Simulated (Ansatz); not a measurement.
# Rocksalt alloy of MgO and ZnO (22 of 32 Mg sites exchanged), 64 atoms

Theory: Ansatz 0.2.0, DFT, PBEsol, PAW, plane waves.

The input as it was run:

```yaml
crystal:
  lattice:
    - [8.498796, 0.000000, 0.000000]
    - [0.000000, 8.498796, 0.000000]
    - [0.000000, 0.000000, 8.498796]
  atoms:
    - { symbol: O, position: [0.253181, 0.001769, 0.000471] }
    - { symbol: O, position: [0.245105, 0.003205, 0.493010] }
    - { symbol: O, position: [0.251595, 0.502830, 0.000422] }
    - { symbol: O, position: [0.250308, 0.501037, 0.500512] }
    - { symbol: O, position: [0.744467, 0.998452, 0.996322] }
    - { symbol: O, position: [0.753015, 0.997206, 0.498783] }
    - { symbol: O, position: [0.753900, 0.495647, 0.999183] }
    - { symbol: O, position: [0.745745, 0.500805, 0.497252] }
    - { symbol: O, position: [0.999488, 0.248646, 0.000560] }
    - { symbol: O, position: [0.997372, 0.250851, 0.499988] }
    - { symbol: O, position: [0.002750, 0.751817, 0.999371] }
    - { symbol: O, position: [0.999662, 0.748014, 0.499705] }
    - { symbol: O, position: [0.496968, 0.251307, 0.001475] }
    - { symbol: O, position: [0.500012, 0.249980, 0.499786] }
    - { symbol: O, position: [0.497604, 0.750044, 0.999025] }
    - { symbol: O, position: [0.500058, 0.750448, 0.496659] }
    - { symbol: O, position: [0.997790, 0.000827, 0.246433] }
    - { symbol: O, position: [0.000529, 0.001122, 0.747420] }
    - { symbol: O, position: [0.001890, 0.499543, 0.252346] }
    - { symbol: O, position: [0.001112, 0.502630, 0.749610] }
    - { symbol: O, position: [0.499433, 0.000110, 0.251454] }
    - { symbol: O, position: [0.500055, 0.002773, 0.748894] }
    - { symbol: O, position: [0.504854, 0.501467, 0.246397] }
    - { symbol: O, position: [0.501376, 0.498695, 0.746813] }
    - { symbol: O, position: [0.247491, 0.251848, 0.248724] }
    - { symbol: O, position: [0.254267, 0.251934, 0.750539] }
    - { symbol: O, position: [0.248262, 0.750920, 0.254342] }
    - { symbol: O, position: [0.252514, 0.749828, 0.748464] }
    - { symbol: O, position: [0.749704, 0.252364, 0.247973] }
    - { symbol: O, position: [0.749414, 0.250722, 0.748708] }
    - { symbol: O, position: [0.746957, 0.750242, 0.256106] }
    - { symbol: O, position: [0.748233, 0.750072, 0.753111] }
    - { symbol: Zn, position: [0.000641, 0.003966, 0.001666] }
    - { symbol: Zn, position: [0.003695, 0.500352, 0.001000] }
    - { symbol: Zn, position: [0.003947, 0.504332, 0.505050] }
    - { symbol: Zn, position: [0.499873, 0.996682, 0.502777] }
    - { symbol: Zn, position: [0.498658, 0.504636, 0.000448] }
    - { symbol: Zn, position: [0.252245, 0.249219, 0.998205] }
    - { symbol: Zn, position: [0.250374, 0.252737, 0.500039] }
    - { symbol: Zn, position: [0.247772, 0.750333, 0.501248] }
    - { symbol: Zn, position: [0.248280, 0.998884, 0.747590] }
    - { symbol: Zn, position: [0.254725, 0.498453, 0.250682] }
    - { symbol: Zn, position: [0.249451, 0.500256, 0.747080] }
    - { symbol: Zn, position: [0.750273, 0.999404, 0.249818] }
    - { symbol: Zn, position: [0.749832, 0.996937, 0.752596] }
    - { symbol: Zn, position: [0.752494, 0.501947, 0.252997] }
    - { symbol: Zn, position: [0.747673, 0.497437, 0.753021] }
    - { symbol: Zn, position: [0.998612, 0.251483, 0.249186] }
    - { symbol: Zn, position: [0.002082, 0.247164, 0.750526] }
    - { symbol: Zn, position: [0.000248, 0.754006, 0.251541] }
    - { symbol: Zn, position: [0.504738, 0.247182, 0.250670] }
    - { symbol: Zn, position: [0.499234, 0.248693, 0.750270] }
    - { symbol: Zn, position: [0.501081, 0.746521, 0.250789] }
    - { symbol: Zn, position: [0.500248, 0.750900, 0.751252] }
    - { symbol: Mg, position: [0.999546, 0.000461, 0.497819] }
    - { symbol: Mg, position: [0.497445, 0.000996, 0.999571] }
    - { symbol: Mg, position: [0.499199, 0.501825, 0.503569] }
    - { symbol: Mg, position: [0.249042, 0.746097, 0.000356] }
    - { symbol: Mg, position: [0.746494, 0.249275, 0.998943] }
    - { symbol: Mg, position: [0.752471, 0.254812, 0.503257] }
    - { symbol: Mg, position: [0.748174, 0.748974, 0.999336] }
    - { symbol: Mg, position: [0.742738, 0.750712, 0.494902] }
    - { symbol: Mg, position: [0.254985, 0.998124, 0.252001] }
    - { symbol: Mg, position: [0.001564, 0.747141, 0.750656] }
  symmetry: { detect: false }
kpoints:
  mp_grid: { grid: [1, 1, 1], shift: [0.25, 0.25, 0.25] }
hamiltonian:
  xc: pbesol
scf:
  occupations: { method: fermi_dirac, width: 0.01 }
relax:
  f_tol: 0.03
  max_steps: 80
  escape_saddle: false
  adjacent_minimum: "off"
  cell: { fix: [shape] }
output:
  forces: true
  eigenvalues: true
  populations: true
```

Started with:

```sh
ansatz run in.yaml --threads 8 --pin off --max-ram 118750MiB --runs-dir r --events-out ev --progress --plain --backend cuda --devices 0, --max-vram 170GiB
```

Output (machine lines and repeated set-up lines are left out; […] marks rows cut from tables):

```
Pseudopotentials: kind: paw
Functional definition: PBEsol
  exchange = pbesol_x
  correlation = pbesol_c
Crystal: 64 atoms, lattice volume = 613.864 Å³
Basis set: ecut = 420 eV, 11981 PW (Γ), exchange–correlation on 120×120×120 points (8 copies of the dense FFT grid, shifted against one another)
Bands: 342, of which v1, the nominal top of the filled ones, is band 278 counted from 1 (277 counted from 0)
Symmetry: 1 space group operations
k-points: 1
Non-local potential: O, projectors of the file, l = 0: 2, l = 1: 2, l = 2: 1
Non-local potential: Zn, projectors of the file, l = 0: 2, l = 1: 2, l = 2: 3, l = 3: 1
Non-local potential: Mg, projectors of the file, l = 0: 3, l = 1: 2, l = 2: 1
[…]
Initial density: superposition of atomic densities (neutral atoms: chi_scale 0, normalization atom), corrected by the library's trained network
Initial wavefunctions: pseudopotential atomic-orbital guess
Functional: x = pbesol(κ = 0.804, μ = 0.12345679012345678), c = pbesol(β = 0.046)
SCF iter   1: F=—  HF=-109280.965519 eV  |F-HF|=—  |Δ(HF+E_count)|=         —  Δρ=1.65e-2  dr2=1.33e0  ethr=1.77e-3  ⟨swp⟩=6.0  Hψ=1429  notcnv=0  defer=3
[…]
SCF iter   2: F=—  HF=-109280.639137 eV  |F-HF|=—  |Δ(HF+E_count)|=   3.26e-1  Δρ=6.16e-3  dr2=2.32e-1  ethr=2.40e-4  ⟨swp⟩=3.0  Hψ=629  notcnv=0  defer=60
[…]
SCF 1 converged in 9 iterations: F = -109280.576072 eV  dr2 = 7.72e-8
[…]
relax step   1: F+E_penalty+E_count = -109280.57607191 eV  Δ(F+E_penalty+E_count) = +0.000e0 eV  max|allowed force component| = 7.396e-1 eV/Å  Δτ_max = 0.0000 Å  P = +0.543 GPa  Ω = 613.864 Å³  fix = [alpha, beta, gamma, b/a, c/a]  reactions: b/a -0.017, c/a -0.016 GPa; alpha +0.203, beta +0.265, gamma +0.171 GPa/rad  (9 SCF iters, dr2 threshold 1.00e-7 eV, accepted)
Crystal: 64 atoms, lattice volume = 614.437 Å³
Initial density: handed on by an earlier stage of this run
Initial wavefunctions: those handed on with the density
[…]
[…]
SCF 2 converged in 6 iterations: F = -109280.773199 eV  dr2 = 1.82e-6
relax step   2: F+E_penalty+E_count = -109280.77319877 eV  Δ(F+E_penalty+E_count) = -1.971e-1 eV  max|allowed force component| = 4.700e-1 eV/Å  Δτ_max = 0.0309 Å  P = +0.195 GPa  Ω = 614.437 Å³  energy of the carried Pulay correction = -2.943e-3 eV  fix = [alpha, beta, gamma, b/a, c/a]  reactions: b/a -0.024, c/a -0.039 GPa; alpha +0.228, beta +0.259, gamma +0.201 GPa/rad  (6 SCF iters, dr2 thresh
Crystal: 64 atoms, lattice volume = 614.606 Å³
[…]
relax step   3: F+E_penalty+E_count = -109280.94897869 eV  Δ(F+E_penalty+E_count) = -1.758e-1 eV  max|allowed force component| = 2.029e-2 eV/Å  Δτ_max = 0.0509 Å  P = -0.123 GPa  Ω = 614.606 Å³  energy of the carried Pulay correction = -3.808e-3 eV  fix = [alpha, beta, gamma, b/a, c/a]  reactions: b/a -0.021, c/a -0.036 GPa; alpha +0.228, beta +0.262, gamma +0.194 GPa/rad  (7 SCF iters, dr2 thresh
Crystal: 64 atoms, lattice volume = 613.760 Å³
[…]
relax step   4: F+E_penalty+E_count = -109280.95385761 eV  Δ(F+E_penalty+E_count) = -4.879e-3 eV  max|allowed force component| = 2.689e-3 eV/Å  Δτ_max = 0.0036 Å  P = +0.131 GPa  Ω = 613.760 Å³  energy of the carried Pulay correction = +5.336e-4 eV  fix = [alpha, beta, gamma, b/a, c/a]  reactions: b/a -0.027, c/a -0.031 GPa; alpha +0.226, beta +0.260, gamma +0.190 GPa/rad  (7 SCF iters, dr2 thresh
Crystal: 64 atoms, lattice volume = 614.196 Å³
[…]
preconditioner: auto → Resta (q_TF=auto, 2.683 Å⁻¹)  ε∞=6.5  [insulator: Δε(μ)=2.881 eV  Ē_g=13.947 eV  σ=0.010 eV  W_gap=1.00  n_scr=202 (ndim 8)  ℏωp=32.7 eV  f_vac=0.000  D(μ)=0.00/eV (n_scr^D=0)  ε∞_Penn≈6.5]
[…]
SCF 5 converged in 6 iterations: F = -109280.951800 eV  dr2 = 2.33e-9
relax step   5: F+E_penalty+E_count = -109280.95180040 eV  Δ(F+E_penalty+E_count) = +2.057e-3 eV  max|allowed force component| = 1.138e-3 eV/Å  Δτ_max = 0.0004 Å  P = -0.001 GPa  Ω = 614.196 Å³  energy of the carried Pulay correction = -1.706e-3 eV  fix = [alpha, beta, gamma, b/a, c/a]  reactions: b/a -0.027, c/a -0.032 GPa; alpha +0.225, beta +0.260, gamma +0.190 GPa/rad  (6 SCF iters, dr2 thresh
Initial wavefunctions: pseudopotential atomic-orbital guess (no wavefunctions were taken with the density)
[…]
preconditioner: auto → Resta (q_TF=auto, 2.683 Å⁻¹)  ε∞=6.5  [insulator: Δε(μ)=2.882 eV  Ē_g=13.948 eV  σ=0.010 eV  W_gap=1.00  n_scr=202 (ndim 8)  ℏωp=32.7 eV  f_vac=0.000  D(μ)=0.00/eV (n_scr^D=0)  ε∞_Penn≈6.5]
[…]
SCF iter   5: F=—  HF=-109280.951800 eV  |F-HF|=—  |Δ(HF+E_count)|=   7.20e-9  Δρ=8.35e-7  dr2=1.25e-9  ethr=1.42e-12  ⟨swp⟩=3.0  Hψ=614  notcnv=0
SCF iter   6: F=-109280.951800 eV  HF=-109280.951800 eV  |F-HF|=2.91e-11  |Δ(HF+E_count)|=   1.03e-9  Δρ=1.54e-7  dr2=6.13e-11  ethr=1.00e-12  ⟨swp⟩=3.0  Hψ=902  notcnv=0
SCF 6 converged in 6 iterations: F = -109280.951800 eV  dr2 = 6.13e-11
relax step   6: F+E_penalty+E_count = -109280.95180040 eV  Δ(F+E_penalty+E_count) = -5.821e-10 eV  max|allowed force component| = 1.137e-3 eV/Å  Δτ_max = 0.0000 Å  P = -0.001 GPa  Ω = 614.196 Å³  fix = [alpha, beta, gamma, b/a, c/a]  reactions: b/a -0.027, c/a -0.032 GPa; alpha +0.221, beta +0.256, gamma +0.186 GPa/rad  stress off target by 7.65e-4 GPa on what of the cell is left free  SCF on the
SCF converged after 6 iterations
Free energy (F): -109280.951800 eV
Harris-Foulkes:  -109280.951800 eV  (|F-HF|=2.91e-11)
Internal energy: -109280.951800 eV  (E = F + TS)
E sigma→0 (E₀):  -109280.951800 eV
Fermi energy:    10.971138 eV
--- Per-component energies (eV) ---
  E_band       = -1164.794210
  E_kinetic    = 9286.202782
  E_local      = -53612.967843  (includes V_loc(G=0)·N_el)
  E_nonlocal   = 16199.288005
  E_hartree    = 20921.040368
  E_xc         = -5609.812212
  E_vxc        = -4533.041444  (∫ρ·V_xc dr)
  E_paw        = -47219.121052  (= ΣΔE_a)
  E_vpaw       = -10346.428081  (= ΣTr[D̂ρ^β])
  E_aug_tail   = 0.070534  (compensation charges beyond the density's cutoff)
  E_ewald      = -49264.912027
  E_core_change = 19.259644  (= ΣΔE_core)
  E_smearing   = -0.000000  (= −TS)
  E_closure    = 0.000000  (closes the sum)
  Σ components = -109280.951800   (vs F -109280.951800, Δ=0.00e0)
--- Forces (eV/Å), atoms counted from 1 ---
  atom   1  O      0.00015420     0.00043915     0.00001365
  atom   2  O     -0.00055618    -0.00054313     0.00030566
  atom   3  O      0.00025341    -0.00073426     0.00010515
  atom   4  O     -0.00022707     0.00010433    -0.00003299
  atom   5  O     -0.00016149     0.00003442     0.00025860
  atom   6  O      0.00059596    -0.00031452     0.00017853
  atom   7  O     -0.00012765    -0.00029884    -0.00031104
  atom   8  O     -0.00000154    -0.00009998     0.00013011
  atom   9  O      0.00088017    -0.00009611     0.00072520
  atom  10  O      0.00009295    -0.00000254    -0.00023038
  atom  11  O      0.00040119    -0.00025880     0.00001339
  atom  12  O      0.00028836    -0.00034884    -0.00002001
  atom  13  O     -0.00045140    -0.00005176    -0.00024773
  atom  14  O     -0.00019953    -0.00010319     0.00056415
  atom  15  O     -0.00049939     0.00016257     0.00039116
  atom  16  O     -0.00041784    -0.00030628    -0.00006038
  atom  17  O      0.00001248     0.00031396     0.00029838
  atom  18  O     -0.00037300    -0.00019102    -0.00035433
  atom  19  O     -0.00071012    -0.00082437    -0.00071741
  atom  20  O      0.00113689    -0.00002723     0.00095987
  atom  21  O     -0.00043250    -0.00055859    -0.00036536
  atom  22  O      0.00086848     0.00001915     0.00036883
  atom  23  O      0.00058162     0.00042314     0.00019188
  atom  24  O     -0.00060226    -0.00056985    -0.00022101
  atom  25  O      0.00075700     0.00034218     0.00074187
  atom  26  O     -0.00009551    -0.00062040    -0.00024004
  atom  27  O     -0.00033991    -0.00021394     0.00015985
  atom  28  O      0.00031784     0.00045521    -0.00034030
  atom  29  O     -0.00075452    -0.00009132    -0.00003035
  atom  30  O      0.00065424     0.00027817     0.00018729
  atom  31  O      0.00021476     0.00013611     0.00006405
  atom  32  O      0.00011300    -0.00062720    -0.00001984
  atom  33  Zn     0.00004125     0.00008878     0.00004145
  atom  34  Zn    -0.00010612     0.00041944    -0.00019668
  atom  35  Zn     0.00015520     0.00012274    -0.00005867
  atom  36  Zn     0.00016867     0.00010046    -0.00008280
  atom  37  Zn     0.00007773    -0.00003528     0.00004393
  atom  38  Zn    -0.00037589     0.00013511    -0.00011296
  atom  39  Zn    -0.00002775     0.00032063    -0.00037550
  atom  40  Zn     0.00028337     0.00015289     0.00008095
  atom  41  Zn    -0.00014785     0.00024543    -0.00013516
  atom  42  Zn    -0.00018586     0.00012245    -0.00027119
  atom  43  Zn    -0.00039107     0.00003797    -0.00017218
  atom  44  Zn     0.00018158    -0.00011807     0.00001434
  atom  45  Zn    -0.00043172     0.00027060    -0.00013919
  atom  46  Zn     0.00023791     0.00006672     0.00006044
  atom  47  Zn    -0.00016029    -0.00004094    -0.00004195
  atom  48  Zn     0.00016891     0.00010905    -0.00001554
  atom  49  Zn    -0.00046950     0.00013167    -0.00029162
  atom  50  Zn    -0.00021753     0.00015357    -0.00004338
  atom  51  Zn    -0.00017393     0.00021284    -0.00016956
  atom  52  Zn    -0.00032033    -0.00001284    -0.00018451
  atom  53  Zn     0.00018398    -0.00025646     0.00000056
  atom  54  Zn    -0.00012032     0.00039880    -0.00014744
  atom  55  Mg     0.00030186     0.00060118     0.00008605
  atom  56  Mg     0.00001769     0.00025419    -0.00011616
  atom  57  Mg    -0.00016332     0.00017594     0.00001475
  atom  58  Mg    -0.00020426    -0.00032256    -0.00016000
  atom  59  Mg     0.00010081     0.00003499    -0.00012024
  atom  60  Mg     0.00024670     0.00005058     0.00007671
  atom  61  Mg     0.00019770     0.00023515     0.00005034
  atom  62  Mg    -0.00038542     0.00047971    -0.00029737
  atom  63  Mg     0.00028648     0.00001995     0.00017086
  atom  64  Mg    -0.00013869     0.00002452     0.00002228
  max |Σ_I F_I| component: 5.42e-6 eV/Å
--- Stress (GPa, compression-positive) ---
        0.058171      -0.186245      -0.255701
       -0.186245      -0.027770      -0.221384
       -0.255701      -0.221384      -0.032697
  P = ⅓ Tr σ = -0.0008 GPa (-0.008 kbar)
--- Band table (eV) ---
  k-point 0: bands = ["-63.1786", "-63.1783", "-63.1739", "-63.1673", "-63.1656", "-63.1612", "-63.1584", "-63.1582", "-63.1472", "-63.1424", "-30.1452", "-30.1434", "-30.1414", "-30.1391", "-30.1370", "-30.1361", "-30.1337", "-30.1301", "-30.1287", "-30.1284", "-30.1273", "-30.1252", "-30.1245", "-30.1237", "-30.1232", "-30.1217", "-30.1208", "-30.1189", "-30.1171", "-30.1154", "-30.1105", "-30.1 …
--- Relaxed structure (5 steps of the walk, 5 accepted, 1 SCFs on fresh bases) ---
  F+E_penalty+E_count = -109280.95180040 eV   max|allowed force component| = 1.137e-3 eV/Å   (the final SCF, on the basis selected at the relaxed cell)
  cell:  # Å, volume = 614.1963 Å³
    - [8.500328961431713, 1.7264793555493033e-144, -1.1379629620443058e-143]
    - [1.7264793555493033e-144, 8.500328961431713, -1.4004335522601183e-143]
    - [-1.1379629620443058e-143, -1.4004335522601183e-143, 8.500328961431713]
  atoms:
    - { symbol: O, position: [0.2527571695792049, -0.002063104861579787, 0.0025966441176726077] }
    - { symbol: O, position: [0.24818481411935875, 0.000245928204894555, 0.4975843862540733] }
    - { symbol: O, position: [0.250507046925049, 0.5016392477021615, 0.0005059694369708725] }
    - { symbol: O, position: [0.2513778478146439, 0.5003529953309189, 0.5000124755442384] }
    - { symbol: O, position: [0.747833976186256, 1.0002013417394842, 1.0000235902065957] }
    - { symbol: O, position: [0.7520336303057578, 1.000629669040124, 0.4997227569450696] }
    - { symbol: O, position: [0.7498877354276915, 0.500147405895778, 1.0001842199760753] }
    - { symbol: O, position: [0.7470167722730818, 0.5002758298141069, 0.49967337463341926] }
    - { symbol: O, position: [0.9982418014755035, 0.24986734340787162, -0.000438180594908668] }
    - { symbol: O, position: [0.9974330327969917, 0.24845188990706388, 0.4999040424206136] }
    - { symbol: O, position: [-0.0001302654524322769, 0.7499034738036778, 0.9974922884159574] }
    - { symbol: O, position: [0.9974377676739163, 0.752598893158477, 0.5026384928101492] }
    - { symbol: O, position: [0.5025368364393489, 0.24847586435847774, -0.0002668613885233627] }
    - { symbol: O, position: [0.5022389094537539, 0.2526391917001367, 0.5002076382837228] }
    - { symbol: O, position: [0.5006308419902098, 0.7524864352201197, 0.9997842190438455] }
    - { symbol: O, position: [0.5020242116040446, 0.7484747782465953, 0.5001979934684038] }
    - { symbol: O, position: [1.0027406836346362, 0.0005861253215166138, 0.2520928173832204] }
    - { symbol: O, position: [0.0006690017267497977, -0.0019866651005490325, 0.7478605879054263] }
    - { symbol: O, position: [0.0004781770627229918, 0.5005353391282872, 0.2505715646872901] }
    - { symbol: O, position: [0.0006150213136687395, 0.5015576011655153, 0.7496661897900198] }
    - { symbol: O, position: [0.49758774583247517, 0.00042797649090801936, 0.24815448927332065] }
    - { symbol: O, position: [0.4995734223405411, 0.0003897328697600968, 0.7509381392165483] }
    - { symbol: O, position: [0.4993773746457511, 0.500387797764243, 0.25175632600329484] }
    - { symbol: O, position: [0.4992405214143368, 0.5002422053366401, 0.7482498332682004] }
    - { symbol: O, position: [0.24978352317796015, 0.24873675833253792, 0.24969811004153702] }
    - { symbol: O, position: [0.24982389598039592, 0.24992929802544508, 0.750174867690219] }
    - { symbol: O, position: [0.24973225550251324, 0.752139721191422, 0.24802123889073327] }
    - { symbol: O, position: [0.24807686692103975, 0.7500171954233225, 0.7522374803356261] }
    - { symbol: O, position: [0.7502105247269759, 0.25041427686570583, 0.24965868883048867] }
    - { symbol: O, position: [0.7503806873686515, 0.2505166014336952, 0.7501135211057829] }
    - { symbol: O, position: [0.750422406490337, 0.7503870804076995, 0.24984198603836694] }
    - { symbol: O, position: [0.7526272478047539, 0.7500559634845734, 0.7503052295816968] }
    - { symbol: Zn, position: [0.0004572211304521492, -0.00016147121326183189, -3.4163015909858945e-5] }
    - { symbol: Zn, position: [0.00016788393044227346, 0.5000690373393276, 8.104658087255006e-5] }
    - { symbol: Zn, position: [-0.00039124489017593493, 0.5003918888599407, 0.5000337410134852] }
    - { symbol: Zn, position: [0.5000251770659878, 1.0005170889712085, 0.4998452423466809] }
    - { symbol: Zn, position: [0.5001341096239944, 0.5000700990245805, 1.8436525792131315e-5] }
    - { symbol: Zn, position: [0.25024032470501206, 0.24994694835932324, 0.9999982182035471] }
    - { symbol: Zn, position: [0.2498779139856088, 0.25030583064263706, 0.5000847478682444] }
    - { symbol: Zn, position: [0.2497202867178783, 0.750444058628483, 0.5000883004481091] }
    - { symbol: Zn, position: [0.25007688846603937, 0.9999397919135179, 0.7502423554256352] }
    - { symbol: Zn, position: [0.24985954773145097, 0.500180327569711, 0.2500980605727724] }
    - { symbol: Zn, position: [0.24995585975753634, 0.4999202379123503, 0.7501883469445744] }
    - { symbol: Zn, position: [0.7501234422713162, 1.0005403611073056, 0.2497860777541391] }
    - { symbol: Zn, position: [0.7504455544699059, 1.0000142168452475, 0.7499666807602349] }
    - { symbol: Zn, position: [0.749780745440456, 0.5002762243291655, 0.2502686579410943] }
    - { symbol: Zn, position: [0.7498778565082131, 0.5003931379319063, 0.7496865320183028] }
    - { symbol: Zn, position: [1.000088866989526, 0.2503730751209755, 0.24998500394580359] }
    - { symbol: Zn, position: [0.00012122272457443608, 0.25008721478924456, 0.7498459074103105] }
    - { symbol: Zn, position: [0.00024138497643884472, 0.7505268417311249, 0.250251667438699] }
    - { symbol: Zn, position: [0.5000774006421842, 0.250423010426743, 0.24983010997099178] }
    - { symbol: Zn, position: [0.5001849491635089, 0.2503713451048341, 0.7499067468553559] }
    - { symbol: Zn, position: [0.4997979803773164, 0.7505625599301526, 0.2497737785153184] }
    - { symbol: Zn, position: [0.5001972254242765, 0.7502362320881262, 0.7500972520054768] }
    - { symbol: Mg, position: [1.0004413915371229, 0.0007887477605034889, 0.5000541431128398] }
    - { symbol: Mg, position: [0.5001445370432122, 0.0007903353436473293, 0.9993854712075777] }
    - { symbol: Mg, position: [0.49860324444154697, 0.5003985503173494, 0.49997247746511453] }
    - { symbol: Mg, position: [0.2503496974237625, 0.7492026658752142, 0.00019940877771764884] }
    - { symbol: Mg, position: [0.7507286301889372, 0.2507590534692763, 0.9998282835882819] }
    - { symbol: Mg, position: [0.7498131893437581, 0.2504810816747751, 0.49995853008310387] }
    - { symbol: Mg, position: [0.7501884142331114, 0.7497382042702921, 1.000422975092673] }
    - { symbol: Mg, position: [0.7495034769928961, 0.7504527050810862, 0.49954836645203193] }
    - { symbol: Mg, position: [0.25022202150939626, 1.00079947948725, 0.2502712858010142] }
    - { symbol: Mg, position: [0.0005383155184188831, 0.7495929284989272, 0.7498711912749648] }
--- Löwdin populations: 64 sites ---
  site symbol       q [e]
     0      O      7.2963
     1      O      7.2728
[…]
    62     Mg      8.4764
    63     Mg      8.4759
  spilling = 0.009483 (of n_electrons = 556.000000)
```

Total energies depend on the potentials used, so only differences within one code and one set of settings carry meaning.

Time: 5 s of wall time on one NVIDIA GB200 with 8 processor threads, on a host shared with other runs; peak host memory 1.9 GiB.
